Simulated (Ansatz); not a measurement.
Computed properties of Ta$_{5}$As$_{4}$

Ta₅As₄:
```
Ta5As4
1.0
   -4.85833     4.85833     1.68367
    4.85833    -4.85833     1.68367
    4.85833     4.85833    -1.68367
Ta As
5 4
Direct
  0.00000   0.00000   0.00000
  0.63169   0.30567   0.93737
  0.69433   0.63169   0.32602
  0.36831   0.69433   0.06263
  0.30567   0.36831   0.67398
  0.71364   0.05178   0.76543
  0.94822   0.71364   0.66186
  0.28636   0.94822   0.23457
  0.05178   0.28636   0.33814
```

Space group I4/m (No. 87); conventional cell a = 9.7167 Å, b = 9.7167 Å, c = 3.3673 Å, α = 90.00°, β = 90.00°, γ = 90.00°.

Method: LDA in the plane-wave PAW code Ansatz. Geometry: relaxed at this level of theory. Other levels are named where they apply.

### Cell and energy

```
Item                                                          Result
-----------------------------------------------------  -------------
Volume per atom                                             17.66 Å³
Density                                                  12.58 g/cm³
Formation energy from the elements (no fitted shifts)  -0.57 eV/atom
```

### Electronic structure

```
Property                                                                     Value
------------------------------------  --------------------------------------------
Electronic character                                             metallic (no gap)
Density of states at the Fermi level  0.32 states/eV per atom (mean over ±0.08 eV)
```

### Mechanics

```
Item                                  Value
----------------------------------  -------
Bulk modulus (Birch–Murnaghan fit)  143 GPa
Pressure derivative B′                  4.5
```

The workflow started from an entry of the Crystallography Open Database (COD). Its standing as an ambient phase is unchecked. The LDA relaxation kept the symmetry of its start; its stability against distortions is not shown here. No spin polarisation was allowed. The references are the lowest solids computed at this level, not always the standard phases. Spin–orbit coupling is left out wherever it is not named.

Potentials: the later of the program's two PAW sets.
